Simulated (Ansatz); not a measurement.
W:
```xyz
13
Lattice="2.5768 1.4877 9.3137 -2.5768 1.4877 9.3137 0.0000 -2.9754 9.3137" Properties=species:S:1:pos:R:3 pbc="T T T"
W      0.0000    -1.4776     7.1251
W      1.2797     0.7388     7.1251
W     -1.2797     0.7388     7.1251
W     -1.2797    -0.7388    20.8161
W      0.0000     1.4776    20.8161
W      1.2797    -0.7388    20.8161
W      0.0000     0.0000     4.6744
W      0.0000     0.0000    23.2667
W      0.0000     0.0000     0.0000
W      0.0000     0.0000    12.7072
W      0.0000     0.0000    15.2339
W      0.0000     0.0000     9.6939
W      0.0000     0.0000    18.2472
```

Relaxed with r²SCAN.

Q: Map the electron localisation function on the plane through (0.089, 0.089, 0.586) spanned by u = [1, -1, 0] and v = [1, 0, -1] in lattice vectors, from the program Ansatz at the r²SCAN level (PAW).

A: x is the fraction of u, y of v (the angle between them is 60°; rows are the nearest grid lines); atoms in the plane: W at (0.00, 0.00), W at (0.00, 0.50), W at (0.50, 0.50).
```
| :%@#-:=++-:::::-++=:-#@%: |
|::*@%=:-++=-::::-=++-:=%@*:|
|%*%@@+:-+*+=-:::-=+*+-:+@@%|
|@@@@@*--+**+=----=+**+--*@@|
|-=++=--=++++++++++++++++=--|
|-------===--=++***++=--===-|
|-======----:::=+##+=:::----|
|--=+++=--+++=::-+*+-::=+++-|
|#=-=++=-=#%@%*=--++--=*%@%#|
|@%+-=+=-+%@@@@%+-=+=-+%@@@@|
|%@%+-==-+%@%#%@@*-==-*@@%#%|
|:#@%=-=-=%@#::*@@+-=-+@@*::|
|.:*@%+-=-+%@*:.*@%+-=-+%@*.|
|#*%@@*-==-*@@%*#@%+-==-+%@#|
|@@@@%+-=+=-+%@@@@%+-=*=-+%@|
|#@@%#=--++--=#%@@#+-=**=-+#|
|=+**=-:-+*+-:-=**+=-=***=-=|
|-----::-+**+-::-----======-|
|====---=+***+=---====-----=|
|=-=++++++++++++++++=-==++==|
|@%*--+#*+=----=+*#+--*%@@@@|
|%@@+--+*+=-:::-=+*+--+@@%*%|
|:*@%=:=++=-::::-=++=:=%@*::|
| :%@#-:=++-:::::-++=:-#@%: |
```
Scale: ten equal steps from 0.037 (start of ' ') to 0.717 (end of '@'), in the order ' .:-=+*#%@'; x runs from 0.000 to 1.00, y from 0.000 (bottom) to 1.00 (top).

The density is the valence pseudo-density with augmentation charge, so density and ELF within about 1 Å of a nucleus are not all-electron values.

Space group R-3m. The start of the workflow was typed in or built on a structure type; neither database checked (COD, Materials Project) lists it. It is not the phase usual at ambient conditions (space group No. 229). Symmetry was held in the r²SCAN relaxation; its stability against distortions is not shown here. The run is not spin-polarised. Spin–orbit coupling is left out wherever it is not named.

Potentials: the earlier of the program's two PAW sets.
